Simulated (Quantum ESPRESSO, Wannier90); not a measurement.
Wannierisation of SnS$_{2}$ (CdI2 type)

```yaml
crystal:
  lattice:
    - [3.67431, 0.00000, 0.00000]
    - [-1.83716, 3.18205, 0.00000]
    - [0.00000, 0.00000, 6.22883]
  atoms:
    - { symbol: Sn, position: [0.00000, 0.00000, 0.00000] }
    - { symbol: S, position: [0.33333, 0.66667, 0.23465] }
    - { symbol: S, position: [0.66667, 0.33333, 0.76535] }
```

Cell from Materials Project (mp-1170), symmetrised, no further relaxation. COD (Crystallography Open Database) has an entry of this formula and space group (matched by these alone). Method: LDA plane waves in Quantum ESPRESSO 7.5 (PseudoDojo norm-conserving files, 58 Ry, no spin polarisation, no spin-orbit coupling), Bloch states on a 12×12×6 mesh through Γ, Wannier90 4.0.1. Density: 12×12×6 mesh, cold smearing 0.01 Ry. The cell is built of weakly bound layers, chains or molecules, whose nearest atoms lie 3.93 Å apart. Database cells relaxed without dispersion often hold them too far apart, which can enlarge gaps and weakens couplings between them; spacing and stacking were not compared with the measured crystal. Spin-orbit coupling is left out although heavy elements are present.

Base run: 12 functions from bands 6-26 of the 26 computed, start hydrogen-like Sn: s;p; S: s;p, centres 0.05 Å off the atoms, frozen window up to 2.88 eV relative to the valence-band maximum, outer window open. Its settings: num_cg_steps = 5, trial_step = 2 and dis_mix_ratio = 0.5 (the program's defaults), conv_tol = 1.0e-6 over 4 steps, num_iter = 1000, dis_conv_tol = 1.0e-6, dis_num_iter = 1000. One of them is changed at a time.

| run | disentanglement steps | localisation steps | Ω_I (Å²) | Ω_total (Å²) | ended |
|---|---|---|---|---|---|
| base | 98 | 779 | 14.653 | 17.564 | converged |
| num_cg_steps = 100 | 98 | 213 | 14.653 | 17.564 | converged |
| trial_step = 0.5 | 98 | 720 | 14.653 | 17.564 | converged |
| dis_mix_ratio = 0.2 | 270 | 770 | 14.653 | 17.564 | converged |
